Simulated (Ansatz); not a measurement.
La2NCl3:
```
La2NCl3
1.0
   -3.47331     6.91502     3.08520
    3.47331    -6.91502     3.08520
    3.47331     6.91502    -3.08520
La N Cl
4 2 6
Direct
  0.59372   0.32302   0.91674
  0.40628   0.67698   0.08326
  0.90628   0.82302   0.72930
  0.09372   0.17698   0.27070
  0.25000   0.25000   0.00000
  0.75000   0.75000   0.00000
  0.25000   0.75000   0.50000
  0.75000   0.25000   0.50000
  0.80307   0.18854   0.99161
  0.19693   0.81146   0.00839
  0.69693   0.68854   0.38547
  0.30307   0.31146   0.61453
```

Relaxed with r²SCAN.

Question: Map the valence electron density (e/Å³), cut off at 0.7 on the plane through (0.594, 0.323, 0.917) spanned by u = [1, 0, 0] and v = [1, 1, -1] in lattice vectors, from the program Ansatz at the r²SCAN level (PAW).

Answer: x is the fraction of u, y of v (the angle between them is 94°; rows are the nearest grid lines); atoms in the plane: La at (0.00, 0.00), N at (0.73, 0.92), Cl at (0.23, 0.42).
```
|9999994211123333211000112345665445999999|
|9999842236999999984211135999999997899999|
|9996322359999999996311237999999997568999|
|1100001259999999994201125999999953211111|
|0000000123579986421000112345654321100000|
|2211000000011110000001236999999842112222|
|3211000000000000000011369999999963222333|
|2111000000001111000112369999999952212222|
|0000000000112222111111112456543110000000|
|0000000000111221111000000111100000000000|
|0000000000111111100000001111111000000000|
|0000001223332110000001246999974210000000|
|0001248999999842100013699999999631000000|
|0012599990199983100012589999997421100000|
|1112599999999963100001247999864222222211|
|4211246999996321000000001111111246899964|
|5211111111110000000000000000001359999985|
|2111110000000000000001122221111123444332|
|1111110000000000000012345543211111111111|
|1111100000000000000135799975311000001111|
|1111000000000000000023566542110001111111|
|9999521000000000000011122111100001236999|
|9999962100000000000001111111111112489999|
|9999994211123333211000112345665445999999|
```
Scale: ten equal steps from 0.000 (start of '0') to 0.700 (end of '9'), in the order '0123456789'; x runs from 0.000 to 1.00, y from 0.000 (bottom) to 1.00 (top).

The density is the valence pseudo-density with augmentation charge, so density and ELF within about 1 Å of a nucleus are not all-electron values.

Space group Ibam. The workflow started from a Materials Project entry (that database holds measured and hypothetical structures alike); the Crystallography Open Database copy checked does not list it. Whether it is the stable phase at ambient conditions was not checked. The r²SCAN relaxation kept the symmetry of its start; whether a distortion lowers the energy is not shown. Spin–orbit coupling is left out wherever it is not named.

Potentials: the later of the program's two PAW sets.
